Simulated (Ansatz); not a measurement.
# Cs$_{2}$NaMoO$_{4}$ single point

The input, for Ansatz 0.2.0 (plane waves, PAW):

```yaml
crystal:
  lattice:
    - [8.35330254, 0.0, 0.0]
    - [0.0, 6.21301074, 0.0]
    - [-0.28376769, 0.0, 6.10796598]
  atoms:
    - { symbol: Mo, position: [0.2422, 0.25, 0.2907] }
    - { symbol: Mo, position: [0.7578, 0.75, 0.7093] }
    - { symbol: O, position: [0.4471, 0.25, 0.3004] }
    - { symbol: O, position: [0.5529, 0.75, 0.6996] }
    - { symbol: Cs, position: [0.5038, 0.25, 0.7994] }
    - { symbol: Cs, position: [0.4962, 0.75, 0.2006] }
    - { symbol: O, position: [0.1756, 0.25, 0.5503] }
    - { symbol: O, position: [0.8244, 0.75, 0.4497] }
    - { symbol: Na, position: [0.0236, 0.25, 0.8673] }
    - { symbol: Na, position: [0.9764, 0.75, 0.1327] }
    - { symbol: O, position: [0.83, 0.529, 0.8486] }
    - { symbol: O, position: [0.17, 0.029, 0.1514] }
    - { symbol: O, position: [0.17, 0.471, 0.1514] }
    - { symbol: O, position: [0.83, 0.971, 0.8486] }
    - { symbol: Cs, position: [0.8149, 0.25, 0.3435] }
    - { symbol: Cs, position: [0.1851, 0.75, 0.6565] }
  symmetry: { tolerance: 0.0003 }
kpoints:
  mp_grid: { grid: [4, 5, 5], shift: [0, 0, 0] }
magnetization:
  spin_polarized: false
scf:
  occupations: { method: fermi_dirac }
  lower_state_search: "off"
  max_iter: 200
hamiltonian:
  pseudopotentials: { kind: paw }
  xc: r2scan
basis:
  ecutwfc: 500
  fft_grid_basis: typed
output:
  forces: true
  stress: true
  eigenvalues: true
  bader: true
  populations: true
  elf: true
  write_potential: true
  volumetric_format: npy
  dos:
    e_range: [-12, 8]
    de: 0.05
    projected: { site_lists: { Cs: [Cs], Mo: [Mo], Na: [Na], O: [O] } }
checkpoint:
  read: saved_state
```

The run starts from an earlier solution of this cell. 

Parts of the output:

```
Free energy (F): -40212.8272 eV
Harris-Foulkes:  -40212.8272 eV  (|F-HF|=2.46e-8)
Internal energy: -40212.5024 eV  (E = F + TS)
E sigma→0 (E₀):  -40212.6648 eV
Entropy (-TS):   -0.3248 eV (-20.300 meV/atom)
Fermi energy:    10.4965 eV
--- Stress (GPa, compression-positive) ---
       13.3586       0.0000       0.4547
        0.0000      12.5458       0.0000
        0.4547       0.0000      14.6508
  P = ⅓ Tr σ = 13.5184 GPa (135.184 kbar)
--- Bader charges: 16 sites ---
  site symbol  charge [e]  shift [e]
     0     Mo      2.5117     0.0145
     1     Mo      2.5116     0.0145
     2      O     -1.2017     0.0037
     3      O     -1.2017     0.0037
     4     Cs      0.7596     0.0000
     5     Cs      0.7596     0.0000
     6      O     -1.2225     0.0035
     7      O     -1.2225     0.0035
     8     Na      0.8679     0.0005
     9     Na      0.8679     0.0005
    10      O     -1.2317     0.0034
    11      O     -1.2317     0.0034
    12      O     -1.2317     0.0034
    13      O     -1.2317     0.0034
    14     Cs      0.7484     0.0000
    15     Cs      0.7484     0.0000
```

Total energies depend on the potentials used, so only differences within one code and one set of settings carry meaning.

Origin: a known structure type with other elements, at an estimated volume, so it need not be a known compound. Caveats: many states at the Fermi level without spin polarisation, so a magnetic state may lie lower; atoms or cell far from equilibrium.
